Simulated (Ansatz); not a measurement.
According to PBEsol (plane waves, PAW; program Ansatz), NbSiB in the orthorhombic phase (Cmcm; Si on 4c, B on 4c, Nb on 4c) relaxes to a = 3.270 Å, b = 13.427 Å, c = 3.167 Å. Against the elements it lies at -0.69 eV/atom, with no fitted shifts.

Electronic character: metallic (no gap).

The bulk modulus is 231 GPa.

The start of the workflow was typed in or built on a structure type; neither database checked (COD, Materials Project) lists it. Whether it is the stable phase at ambient conditions was not checked. Symmetry was held in the PBEsol relaxation; whether a distortion lowers the energy is not shown. The run is not spin-polarised. The references are the lowest solids computed at this level, not always the standard phases. Scalar-relativistic: spin–orbit coupling is off unless named, which matters more the heavier the elements.

Potentials: the later of the program's two PAW sets.
